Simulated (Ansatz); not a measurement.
A generator proposed this cell of Ga₃As₂N.

```yaml
crystal:
  lattice:
    - [-1.88504, 1.88504, 7.99754]
    - [1.88504, -1.88504, 7.99754]
    - [1.88504, 1.88504, -7.99754]
  atoms:
    - { symbol: Ga, position: [0.00000, 0.00000, 0.00000] }
    - { symbol: Ga, position: [0.66667, 0.66667, 0.00000] }
    - { symbol: Ga, position: [0.33333, 0.33333, 0.00000] }
    - { symbol: As, position: [0.83333, 0.83333, 0.00000] }
    - { symbol: As, position: [0.16667, 0.16667, 0.00000] }
    - { symbol: N, position: [0.50000, 0.50000, 0.00000] }
```

All numbers below come from Ansatz, DFT PBE, scalar-relativistic, plane waves, PAW. Plane waves to 420 eV, a k mesh through Γ of 6×6×6 on the computed 6-atom cell and Gaussian smearing (0.10 eV); no spin polarisation.

Formation energies are uncorrected and refer to the elements' standard structures at the same level (N₂ as a molecule).

Q: How far from equilibrium is it?

A: The pressure is -7.5 GPa (the mean over three directions, positive in compression), the largest force is 1.13 eV/Å, and the energy is +0.47 eV/atom against the elements. The shortest distance is 2.67 Å.

Q: How much does it gain on relaxing, and where does it end?

A: Relaxing gains about 0.30 eV/atom (the start's value is from the coarse mesh, so the gain is rough) in 17 ionic steps and ends at +0.16 eV/atom on the finer mesh. The symmetry stays I4/mmm (No. 139). The volume per atom shrinks by 6.6 %, from 18.9 to 17.7 Å³. The shortest distance goes from 2.67 Å (Ga–As and Ga–N) to 1.93 Å (Ga–N). Conventional cell: a = 3.595 Å, c = 16.430 Å. Around Ga on a site of symmetry 4/mmm lie 4 N at 2.54 Å and 2 As at 2.61 Å; As has 5 Ga at 2.61–2.63 Å; N has 2 Ga at 1.93 Å and 4 Ga at 2.54 Å; 1 more site not described.

The last run used a 14×14×14 mesh for its 6-atom cell and Gaussian smearing of 0.10 eV. No dispersion correction is applied, so the spacing and binding between layers, chains or molecules are poorly described. The reference form of As is held partly by dispersion forces, which this level lacks. The relaxation can't lower the symmetry of the start. Symmetry constrained the relaxation, so the result can be a saddle point.
